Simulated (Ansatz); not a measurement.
## Al (fcc, Cu type), frozen-phonon scan

Al (fcc, Cu type)

```
CELL_PARAMETERS angstrom
      0.00000     3.99072     3.99072
      1.99536     0.00000     1.99536
      1.99536     1.99536     0.00000
ATOMIC_POSITIONS crystal
  Al 0.00000 0.00000 0.00000
  Al 0.50000 0.00000 0.00000
```

The atoms are displaced by Q × the pattern below (from a DFPT mode at L = (0.5, 0.0, 0.0), largest move 1; Q in Å), at fixed cell. It is one choice among 2 degenerate patterns. (q is in reciprocal vectors of the primitive cell; the cell shown is doubled to hold the pattern.)

| atom | x | y | z |
|---|---|---|---|
| Al1 | -0.285 | 0.520 | -0.805 |
| Al2 | 0.285 | -0.520 | 0.805 |

All values below come from r2SCAN (plane waves to 500 eV, PAW, scalar-relativistic; Ansatz, an electronic-structure program). k mesh 10×20×20 (Γ-centred), Fermi-Dirac smearing 0.05 eV. The energy includes the smearing's −TS. Stress and pressure are positive under compression. With partly filled bands, energies and forces of such displacements shift with the k mesh and the smearing. Al was relaxed with its symmetry unable to fall. The PAW data are Ansatz's earlier set. ΔE is measured from the undisplaced structure.

```
Q (Å)   ΔE (eV/cell)  P (GPa)  −dE/dQ from forces (eV/Å)
------  ------------  -------  -------------------------
-0.180         0.080      1.4                      0.857
-0.150         0.057      1.0                      0.733
-0.120         0.037      0.6                      0.599
-0.090         0.021      0.4                      0.456
-0.060         0.009      0.2                      0.307
-0.030         0.002      0.0                      0.155
0.000          0.000      0.0                      0.000
0.030          0.002      0.0                     -0.155
0.060          0.009      0.2                     -0.307
0.090          0.021      0.4                     -0.456
0.120          0.037      0.6                     -0.599
0.150          0.057      1.0                     -0.733
0.180          0.080      1.4                     -0.857
```

Summary:

The energy at Q = 0.180 Å comes out as 80 meV/cell. Space group of the distorted cell: P-1 (No. 2), lowered from Fm-3m. Symmetry of the curve: even: the same for both signs. Shape of the curve: a single well with its minimum at or next to zero displacement. Harmonic wavenumber from the curvature (finite differences): 161 cm⁻¹. Wavenumber by perturbation theory (DFPT, on another k mesh): 161 cm⁻¹.

The 13 points together took around 24 core-minutes (rough).

(A displaced cell: forces are minus the slopes of the energy, force constants its curvatures, and phonons follow from these.)
